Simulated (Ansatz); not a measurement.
**InGaAs$_{2}$: tetragonal deformation path**

These are results of Ansatz, DFT r2SCAN, scalar-relativistic, plane waves, PAW, not measurements. The runs took a 500 eV cutoff, a Γ-centred 10×10×6 mesh and Gaussian smearing (0.03 eV). No spin polarisation. Energies are free energies at this smearing, counted from the undisturbed cell; pressure is positive in compression.

The undisturbed cell (as given, not relaxed at this level; it stands at -2.4 GPa, and it needn't be the usual structure):

```
In Ga As
1.0
     4.22500    0.00000    0.00000
     0.00000    4.22500    0.00000
     0.00000    0.00000    5.96215
In Ga As
1 1 2
Direct
  0.00000 0.00000 0.50000
  0.50000 0.50000 0.00000
  0.50000 0.00000 0.76848
  0.00000 0.50000 0.23153
```

At fixed volume and fractional coordinates, lengths along (0.000, 0.000, 1.000) are scaled against those across it; ρ is that ratio over its starting value.

```
    ρ  ΔE (meV/atom)
0.850           64.8
0.920           20.9
0.960            6.4
1.000            0.0
1.100           21.7
1.200           98.2
```